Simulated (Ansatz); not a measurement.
This Na₂TiCdC₆N₆ structure is the end of a relaxation. The cell was found from a structure generator's guess, not taken from experiment.

These are results of Ansatz, DFT PBE, scalar-relativistic, plane waves, PAW, not measurements. Cutoff 420 eV, Γ-centred mesh, Gaussian smearing, collinear spin.

```cif
data_structure
_symmetry_space_group_name_H-M 'P 1'
_symmetry_Int_Tables_number 1
_cell_length_a 8.0411
_cell_length_b 8.0411
_cell_length_c 8.0411
_cell_angle_alpha 60.000
_cell_angle_beta 60.000
_cell_angle_gamma 60.000
_cell_volume 367.64
loop_
_atom_site_label
_atom_site_type_symbol
_atom_site_fract_x
_atom_site_fract_y
_atom_site_fract_z
_atom_site_occupancy
Na1 Na 0.25000 0.25000 0.25000 1
Na2 Na 0.75000 0.75000 0.75000 1
Ti1 Ti 0.50000 0.50000 0.50000 1
Cd1 Cd 0.00000 0.00000 0.00000 1
C1 C 0.78834 0.21166 0.21166 1
C2 C 0.21166 0.78834 0.21166 1
C3 C 0.21166 0.21166 0.78834 1
C4 C 0.21166 0.78834 0.78834 1
C5 C 0.78834 0.21166 0.78834 1
C6 C 0.78834 0.78834 0.21166 1
N1 N 0.68485 0.31515 0.31515 1
N2 N 0.31515 0.68485 0.31515 1
N3 N 0.31515 0.31515 0.68485 1
N4 N 0.31515 0.68485 0.68485 1
N5 N 0.68485 0.31515 0.68485 1
N6 N 0.68485 0.68485 0.31515 1
```

Energies over the elements count from the elements' standard structures at the same level (N₂ as a molecule), with no fitted energy shifts.

Question: Find its symmetry and describe it.

Answer: Fm-3m (No. 225). Conventional cell: a = 11.372 Å. Around Na lie 12 C at 4.04 Å and 12 N at 4.09 Å (long against covalent radii, as for large ions); Ti has 6 N at 2.10 Å; Cd has 6 C at 2.41 Å; C has 1 N at 1.18 Å, 1 Cd at 2.41 Å, 1 Ti at 3.28 Å, 4 C at 3.40 Å, 4 N at 3.89 Å and 4 Na at 4.04 Å; N has 1 C at 1.18 Å, 1 Ti at 2.10 Å, 4 N at 2.97 Å, 1 Cd at 3.58 Å, 4 C at 3.89 Å and 4 Na at 4.09 Å.

Question: How far does it lie from the elements in energy?

Answer: +0.19 eV/atom. The separate elements lie lower, so it is unstable against them.

Question: Is it a metal?

Answer: Yes, bands cross the Fermi level on the 6×6×6 mesh.

Question: Which magnetic moments does it keep?

Answer: 0.12 μB per atom net, the space between the atoms included; by site: Ti 0.9 μB.

Question: From what recipe could a structure generator have reached it?

Answer: One such recipe: cyanide-bridged rock-salt net of two metals, 2 guest cations a cell (Fm-3m, No. 225). Other recipes can lead to the same cell.

The last run used collinear spin, a 6×6×6 mesh for its 16-atom cell and Gaussian smearing of 0.10 eV. The reference form of C is held partly by dispersion forces, which this level lacks. The magnetic state reached may not be the lowest. Symmetry constrained the relaxation, so the result can be a saddle point.
